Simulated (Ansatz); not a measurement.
Computed properties of BiPt

BiPt:
```xyz
4
Lattice="4.3618 0.0000 0.0000 -2.1809 3.7775 0.0000 0.0000 0.0000 5.4867" Properties=species:S:1:pos:R:3 pbc="T T T"
Bi     0.0000     2.5183     1.3717
Bi     2.1809     1.2592     4.1150
Pt     0.0000     0.0000     2.7433
Pt     0.0000     0.0000     0.0000
```

Space group P6_3/mmc (No. 194), NiAs type; conventional cell a = b = 4.3618 Å, c = 5.4867 Å, α = β = 90.00°, γ = 120.00°.

Method: PBEsol (plane waves, PAW; program Ansatz). Geometry: relaxed at this level of theory. Other levels are named where they apply.

Cell and energy:

```
Item                                                           Value
-----------------------------------------------------  -------------
Volume per atom                                             22.60 Å³
Density                                                  14.84 g/cm³
Formation energy from the elements (no fitted shifts)  -0.27 eV/atom
```

Electronic structure:

```
Quantity                                                                    Result
------------------------------------  --------------------------------------------
Electronic character                                             metallic (no gap)
Density of states at the Fermi level  0.48 states/eV per atom (mean over ±0.08 eV)
Gap with spin–orbit coupling                                       none (metallic)
```

Mechanics:

```
Item                                                                                           Result
--------------------------------------------  -------------------------------------------------------
Bulk modulus (Birch–Murnaghan fit)                                                            122 GPa
Pressure derivative B′                                                                            5.1
Elastic constants (relaxed ions, GPa)         C11 = 156, C12 = 109, C13 = 89.3, C33 = 226, C44 = 34.4
Mechanical stability                                           stable (all eigenvalues of C positive)
Hill bulk and shear moduli                                                           123 and 33.1 GPa
Young's modulus                                                                              91.1 GPa
Poisson's ratio                                                                                  0.38
Debye temperature from the elastic constants                                                    177 K
```

Phonons:

```
Quantity                                        Value
-----------------------------  ----------------------
Highest zone-centre frequency               172 cm^-1
Zone-centre stability          no imaginary mode at Γ
```

The first step of the workflow began from a Materials Project structure, measured or hypothetical; the Crystallography Open Database files this formula in space group No. 194, but the cells were not matched. Its standing as an ambient phase is unchecked. Symmetry was held in the PBEsol relaxation. No spin polarisation was allowed. As this level gives no gap, shear constants depend on the k-mesh and smearing (Fermi–Dirac, 0.1 eV here). As this level gives no gap, phonon frequencies hold no LO–TO term and depend on the k-mesh and smearing (Fermi–Dirac, 0.1 eV here). Axis ratios of metals converge slowly with the k-mesh, so a and c are less sure than the volume. The references are the lowest solids computed at this level, not always the standard phases. Scalar-relativistic: spin–orbit coupling is off unless named, which matters more the heavier the elements.

Potentials: the later of the program's two PAW sets.
